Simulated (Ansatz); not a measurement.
Nb2C:
```cif
data_C4Nb8
_chemical_formula_sum 'Nb8 C4'
_space_group_name_H-M_alt 'P 1'
_space_group_IT_number 1
_cell_length_a 10.86815
_cell_length_b 3.07338
_cell_length_c 4.94816
_cell_angle_alpha 90.000
_cell_angle_beta 90.000
_cell_angle_gamma 90.000
loop_
_space_group_symop_operation_xyz
  'x, y, z'
loop_
_atom_site_label
_atom_site_type_symbol
_atom_site_fract_x
_atom_site_fract_y
_atom_site_fract_z
_atom_site_occupancy
Nb1 Nb 0.29609 0.75000 0.73620 1
Nb2 Nb 0.70391 0.25000 0.26380 1
Nb3 Nb 0.20391 0.25000 0.23620 1
Nb4 Nb 0.79609 0.75000 0.76380 1
Nb5 Nb 0.54512 0.25000 0.75416 1
Nb6 Nb 0.45488 0.75000 0.24584 1
Nb7 Nb 0.95488 0.75000 0.25416 1
Nb8 Nb 0.04512 0.25000 0.74584 1
C1 C 0.37522 0.25000 0.99153 1
C2 C 0.62478 0.75000 0.00847 1
C3 C 0.12478 0.75000 0.49153 1
C4 C 0.87522 0.25000 0.50847 1
```

This is the PBEsol-relaxed structure.

Problem. All from the program Ansatz at the PBEsol level (PAW), unless another level is named. Predict the highest zone-centre frequency.

Solution. 82.9 meV.

Problem. And the bulk modulus (Birch–Murnaghan fit)?

Solution. 238 GPa.

Space group Pnma. The workflow started from a Materials Project entry (that database holds measured and hypothetical structures alike); the Crystallography Open Database copy checked does not list it. Its standing as an ambient phase is unchecked. The PBEsol relaxation kept the symmetry of its start; of distortions, only those at the zone centre were tested. The run is not spin-polarised.

Potentials: the later of the program's two PAW sets.
